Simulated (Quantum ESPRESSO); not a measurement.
```
CELL_PARAMETERS angstrom
      3.36886     0.00000     0.00000
      0.00000     3.36969     0.00000
      0.00000     0.00000    18.00000
ATOMIC_POSITIONS crystal
  H  0.98570 0.00000 0.12670
  H  0.48373 0.50000 0.87330
  O  0.98443 0.00000 0.07304
  O  0.48157 0.50000 0.92696
  Na 0.48375 0.50000 0.05507
  Na 0.98160 0.00000 0.94492
```

The layer was cut from Materials Project entry mp-23940 and relaxed with PBEsol in a cell 18.0 Å high, with the Coulomb interaction truncated along z.

Task: What does PBEsol (Quantum ESPRESSO, PseudoDojo norm-conserving, 88 Ry, no spin-orbit coupling) give for the electronic structure near the Fermi level?

Result: The PBEsol gap is direct, 2.82 eV at Γ. 

This is a model layer cut from the bulk structure; whether it is stable on its own was not checked.
